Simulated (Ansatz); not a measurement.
Question: Each is relaxed and computed with the program Ansatz at the r²SCAN level (PAW). Which is the only one with a gap?
A. AlN, P6_3/mmc (Al on 2d, N on 2c)
B. Nb2SnC, P6_3/mmc (Nb on 4f, Sn on 2d, C on 2a)
C. AlV2C, P6_3/mmc (Al on 2d, V on 4f, C on 2a)
D. AlRu2C, P6_3/mmc (Al on 2d, Ru on 4f, C on 2a)

Answer: A, AlN, P6_3/mmc (Al on 2d, N on 2c). AlN: gap 4.03 eV (direct); AlRu2C: metal; AlV2C: metal; Nb2SnC: metal. Typed or built starts, not in the databases checked: AlRu2C, P6_3/mmc (Al on 2d, Ru on 4f, C on 2a). Not the usual ambient phase: AlN, P6_3/mmc (Al on 2d, N on 2c). Standing as an ambient phase not checked: Nb2SnC, P6_3/mmc (Nb on 4f, Sn on 2d, C on 2a). Began spin-polarised and lost the moments: AlV2C, P6_3/mmc (Al on 2d, V on 4f, C on 2a). All cells were relaxed under the symmetry of their starts (and spin orders); stability against distortions was not tested throughout. Rows with no word on spin ran without spin polarisation. Scalar-relativistic: spin–orbit coupling is off unless named, which matters more the heavier the elements.

Potentials: the later of the program's two PAW sets.
